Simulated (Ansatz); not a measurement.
Co (hcp type), DFT, LDA, PAW with Ansatz's default frozen-core files, scalar-relativistic (Ansatz 0.2.0), on 1 thread of Arm Neoverse V1 (shared host).

Command: `ansatz run input.yaml --threads 1 --pin off --max-ram 3072MiB --backend cpu --events-out ev --progress --plain --runs-dir out`

```yaml
crystal:
  lattice:
    - [2.379373671, 0.0, 0.0]
    - [-1.1896868355, 2.0605980441, 0.0]
    - [0.0, 0.0, 3.8363172936]
  atoms:
    - { symbol: Co, position: [0.3333333333, 0.6666666667, 0.25], spin: 1.7 }
    - { symbol: Co, position: [0.6666666667, 0.3333333333, 0.75], spin: 1.7 }
magnetization:
  spin_polarized: true
kpoints:
  mp_grid: { grid: [19, 19, 11] }
scf:
  occupations: { method: fermi_dirac, width: 0.08 }
hamiltonian:
  xc: lda
  pseudopotentials: { kind: paw }
output:
  forces: true
  stress: true
  eigenvalues: true
  populations: true
  write_density: true
  write_potential: true
  elf: true
  volumetric_format: npy
```

Q: How large is the problem that the program sets up?

A: 240 irreducible k-points, 373 plane waves at Γ, 23 bands.

Q: About how long does it take?

A: 21 s of wall time for 9 SCF iterations. Times on shared machines scatter by tens of per cent.
